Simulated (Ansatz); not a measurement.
Straining SrSbPt

Level of theory: DFT r2SCAN, scalar-relativistic, plane waves, PAW in Ansatz. (500 eV cutoff, 12×12×10 k-mesh, Gaussian smearing of 0.10 eV, no spin polarisation)

Reference structure (relaxed):

```
CELL_PARAMETERS angstrom
4.53156 0.00000 0.00000
-2.26578 3.92444 0.00000
0.00000 0.00000 4.54607
ATOMIC_POSITIONS crystal
Sr 0.00000 0.00000 0.00000
Sb 0.66667 0.33333 0.50000
Pt 0.33333 0.66667 0.50000
```

Deformation: all cell vectors scaled alike, the atoms relaxed, all within the symmetry that the strain leaves. Energies are extrapolated to zero smearing. Stress is positive in compression, on the Cartesian axes of the cell above.

A cell with an odd number of electrons and no spin polarisation is a metal by construction and may be lower with spin. Spin–orbit coupling is left out, which can shift energies with elements as heavy as these.

Strains computed: -3.0, -2.0, -1.0, +1.0, +2.0, +3.0 %.

(1) At which strain does the energy stand 25.1 meV/atom over the relaxed crystal with σxx = 6.47, σyy = 6.47, σzz = 3.28 GPa?

## Answers

(1) -2.0 %.